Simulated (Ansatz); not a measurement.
The relaxed structure here is a generated cell of Cu2Te: the first start was made by a random draw of sites in a space group, and the end was not matched to a known phase here, so it may be hypothetical.

One stationary structure of Cu₂Te. Space group P-6m2 (No. 187). Method: r2SCAN (plane waves to 500 eV, PAW, scalar-relativistic; Ansatz, an electronic-structure program).

```cif
data_Cu4Te2
_chemical_formula_sum 'Cu4 Te2'
_space_group_name_H-M_alt 'P-6m2'
_space_group_IT_number 187
_space_group_name_Hall 'P -6 2'
_cell_length_a 4.38469
_cell_length_b 4.38469
_cell_length_c 6.63023
_cell_angle_alpha 90.000
_cell_angle_beta 90.000
_cell_angle_gamma 120.000
loop_
_atom_site_label
_atom_site_type_symbol
_atom_site_symmetry_multiplicity
_atom_site_Wyckoff_symbol
_atom_site_fract_x
_atom_site_fract_y
_atom_site_fract_z
_atom_site_occupancy
Cu1 Cu 1 e 0.66667 0.33333 0.00000 1
Cu2 Cu 2 h 0.33333 0.66667 0.30348 1
Cu3 Cu 1 b 0.00000 0.00000 0.50000 1
Te1 Te 1 f 0.66667 0.33333 0.50000 1
Te2 Te 1 a 0.00000 0.00000 0.00000 1
```

### Question
What is the computed band gap (r2SCAN)?

### Answer
No gap on the sampled points, where the bands overlap only slightly; such a result is sensitive to mesh and level.

No spin polarisation in the result. Spin-orbit coupling is missing; with elements this heavy it can move band edges by tenths of an eV or more.

The run could not lose the symmetry of its start: the end is stationary, and may be a saddle point rather than a minimum.
